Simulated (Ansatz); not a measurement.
Computed energy over volume and axial ratio: ZnS (zinc blende)

ZnS (zinc blende), conventional cell a = b = c = 5.3891 Å, α = β = γ = 90.00°. The calculation uses the primitive cell of 2 atoms, to which meshes and values per cell refer.

The relaxed cell is deformed in two ways at once: its volume V is scaled, and at that volume it is stretched along z (the c axis of the conventional cell) so that c/a changes. Fractional atomic positions are held.

All values below come from r2SCAN (plane waves to 500 eV, PAW, scalar-relativistic; Ansatz, a program for electronic structure). k mesh 11×11×11 (Γ-centred), Fermi-Dirac smearing 0.05 eV. E stands for the smeared free energy. Stress and pressure are positive under compression. ZnS was relaxed with its symmetry unable to fall. The zero of ΔE is the relaxed starting cell.

ΔE (kJ/mol of atoms), with V/V₀ across and (c/a)/(c/a)₀ down:

```
(c/a)/(c/a)₀ \ V/V₀  0.920  0.947  0.973  1.000  1.027  1.053  1.080
-------------------  -----  -----  -----  -----  -----  -----  -----
0.880                 5.31   3.50   2.55   2.35   2.79   3.80   5.29
0.920                 4.29   2.38   1.34   1.06   1.43   2.36   3.79
0.960                 3.66   1.69   0.60   0.27   0.60   1.49   2.89
1.000                 3.44   1.45   0.35   0.00   0.31   1.20   2.58
1.040                 3.67   1.70   0.61   0.28   0.60   1.50   2.89
1.080                 4.39   2.47   1.41   1.12   1.47   2.40   3.82
1.120                 5.64   3.77   2.78   2.53   2.94   3.91   5.36
```

σzz − σxx (GPa), with V/V₀ across and (c/a)/(c/a)₀ down:

| (c/a)/(c/a)₀ \ V/V₀ | 0.920 | 0.947 | 0.973 | 1.000 | 1.027 | 1.053 | 1.080 |
|---|---|---|---|---|---|---|---|
| 0.880 | 3.63 | 3.89 | 4.11 | 4.29 | 4.44 | 4.55 | 4.64 |
| 0.920 | 2.65 | 2.81 | 2.95 | 3.05 | 3.14 | 3.21 | 3.26 |
| 0.960 | 1.45 | 1.52 | 1.58 | 1.63 | 1.67 | 1.69 | 1.71 |
| 1.000 | 0.00 | 0.00 | 0.00 | 0.00 | 0.00 | 0.00 | 0.00 |
| 1.040 | -1.70 | -1.76 | -1.80 | -1.84 | -1.86 | -1.88 | -1.88 |
| 1.080 | -3.66 | -3.75 | -3.82 | -3.87 | -3.91 | -3.93 | -3.93 |
| 1.120 | -5.86 | -5.97 | -6.05 | -6.11 | -6.14 | -6.15 | -6.14 |

What the scan shows:

```
Quantity                                                                                            Value
-----------------------------------------------------  --------------------------------------------------
Shear modulus C′ = (C11 − C12)/2 (fit, atoms clamped)                                              22 GPa
Lowest place on the grid                                V/V₀ = 1.000, (c/a)/(c/a)₀ = 1.000 (0.0 meV/atom)
Highest place on the grid                              V/V₀ = 0.920, (c/a)/(c/a)₀ = 1.120 (58.4 meV/atom)
```

The 49 points together took very roughly 10 core-minutes.

(Under strain, the slope of the energy per volume gives the stress and its curvature an elastic modulus.)
